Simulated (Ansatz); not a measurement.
Relaxing manganese (dhcp)

Level of theory: Ansatz, DFT, r2SCAN, plane waves (500 eV) with PAW, scalar-relativistic. The PAW files were generated under PBE, with cores re-solved for the functional.

k-point mesh 14×14×4, Fermi-Dirac smearing 0.05 eV, starting moments 3.00 ×4 μB. Cell and atoms relax.

Starting structure:

```cif
data_structure
_symmetry_space_group_name_H-M 'P 1'
_symmetry_Int_Tables_number 1
_cell_length_a 2.5518
_cell_length_b 2.5518
_cell_length_c 8.3341
_cell_angle_alpha 90.000
_cell_angle_beta 90.000
_cell_angle_gamma 120.000
_cell_volume 47.00
loop_
_atom_site_label
_atom_site_type_symbol
_atom_site_fract_x
_atom_site_fract_y
_atom_site_fract_z
_atom_site_occupancy
Mn1 Mn 0.00000 0.00000 0.00000 1
Mn2 Mn 0.00000 0.00000 0.50000 1
Mn3 Mn 0.33333 0.66667 0.25000 1
Mn4 Mn 0.66667 0.33333 0.75000 1
```

The pressure at the start is 12.3 GPa. By how much does the volume change?

From 11.75 to 15.37 Å³ per atom, 30.8 %. The final cell has a = 2.800 Å, c = 9.056 Å (c/a = 3.234).

How much energy does the relaxation gain?

295.3 meV per atom.

Which magnetic state does it end in?

ferromagnetic, net 3.79 μB per atom; moments 3.78 ×2, 3.77 ×2 μB.
